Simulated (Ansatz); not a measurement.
**PtS2: is the k mesh converged?**

PtS2 in CdI2-type (1T) layers, in a typed cell, not relaxed.

```
CELL_PARAMETERS angstrom
1.78500 -3.09171 0.00000
1.78500 3.09171 0.00000
0.00000 0.00000 5.04000
ATOMIC_POSITIONS crystal
Pt 0.00000 0.00000 0.00000
S 0.33333 0.66667 0.24400
S 0.66667 0.33333 0.75600
```

Method (Ansatz, development build): PBE; Ansatz hand-made PAW at 570 eV; k mesh 6×6×4; fixed occupations; no spin. Harmonic phonons by linear response, frequencies in cm⁻¹, imaginary ones marked i; at Γ the three translations are left out and no LO–TO term is added.

Caveats: coarse k mesh; atoms are off their rest positions; narrow gap, sensitive to the k mesh; the program warns that the mesh is coarse for the field response.

At 18.54 Å³ an atom it gives top Γ mode (cm⁻¹) 328; lowest Γ mode (cm⁻¹) 289; mean ε∞ 16.21; mean Born charge of Pt (e) 2.01.

Problem. Repeat on 8×8×6. Do the numbers hold?

Solution. 
```csv
k mesh,cutoff (eV),volume (Å³/atom),top Γ mode (cm⁻¹),lowest Γ mode (cm⁻¹),mean ε∞,mean Born charge of Pt (e)
8×8×6,570,18.54,326,289,17.76,2.00
```

Not yet: the mean ε∞ moves by about 1.55 between the meshes.
